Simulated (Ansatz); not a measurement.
PbAu$_{2}$ (cubic Laves, MgCu2 type)

```xyz
6
Lattice="0.0000 3.9383 3.9383 3.9383 0.0000 3.9383 3.9383 3.9383 0.0000" Properties=species:S:1:pos:R:3 pbc="T T T"
Pb     1.9692     1.9692     1.9692
Pb     0.0000     0.0000     0.0000
Au     2.9537     2.9537     4.9229
Au     2.9537     4.9229     2.9537
Au     4.9229     4.9229     4.9229
Au     4.9229     2.9537     2.9537
```

The slice is a {110} plane (indices of the conventional cell) through the point (0.625, 0.625, 0.125) (fractional), spanned by u = [100] and v = [1 -1 -1] in vectors of this cell: u (5.57 Å) and v (7.88 Å, at 90° to u). It covers one period; positions are fractions (u, v).

Level of theory: LDA (plane waves to 420 eV, PAW, scalar-relativistic; Ansatz, a program for electronic structure). k mesh 10×10×10. Near the nuclei the fields are pseudised (PAW); where an atom keeps semicore shells as valence, they peak there. PbAu2 was relaxed with its symmetry unable to fall. Spin-orbit coupling is left out, though Au and Pb are heavy.

Q: Sketch the electron localisation function (ELF) on this plane as a map.

A: 
```
|xxxx9977553311000000000000000000001133557799xx|
|xx99886644221100000011111111000000112244668899|
|8877664433221100001111222211110000112233446677|
|5544332222111100001111222211110000111122223344|
|2222222211111111001111222211110011111111222222|
|1111111111111111110011111111001111111111111111|
|0000001111222211110000000000001111222211110000|
|0000001111222222110000000000001122222211110000|
|0000001111222222111100000000111122222211110000|
|1111000011111111111111111111111111111111000011|
|2211110000111111112222222222221111111100001111|
|2222110000111122223344444444332222111100001122|
|2222110000001122335577888877553322110000001122|
|1111110000112233557799999999775533221100001111|
|00000000001122446688xxxxxxxx886644221100000000|
|00000000001122447799xxxxxxxx997744221100000000|
|00000000001122446688xxxxxxxx886644221100000000|
|1111110000112233557799999999775533221100001111|
|2222110000001122335577888877553322110000001122|
|2222110000111122223344444444332222111100001122|
|2211110000111111112222222222221111111100001111|
|1111000011111111111111111111111111111111000011|
|0000001111222222111100000000111122222211110000|
|0000001111222222110000000000001122222211110000|
|0000001111222211110000000000001111222211110000|
|1111111111111111110011111111001111111111111111|
|2222222211111111001111222211110011111111222222|
|5544332222111100001111222211110000111122223344|
|8877664433221100001111222211110000112233446677|
|xx99886644221100000011111111000000112244668899|
|xxxx9977553311000000000000000000001133557799xx|
|xxxxxx885533220000000000000000000022335588xxxx|
```
Scale: ten equal steps from 0.13 (start of '0') to 0.59 (end of '9'), in the order '0123456789'. Values: electron localisation function (ELF). The map has 23 points along u (two characters each, u = 0 at the left) and 32 along v (v = 0 in the bottom row). Points within 0.5 Å of a nucleus are blanked (x), as the pseudised field means little there.
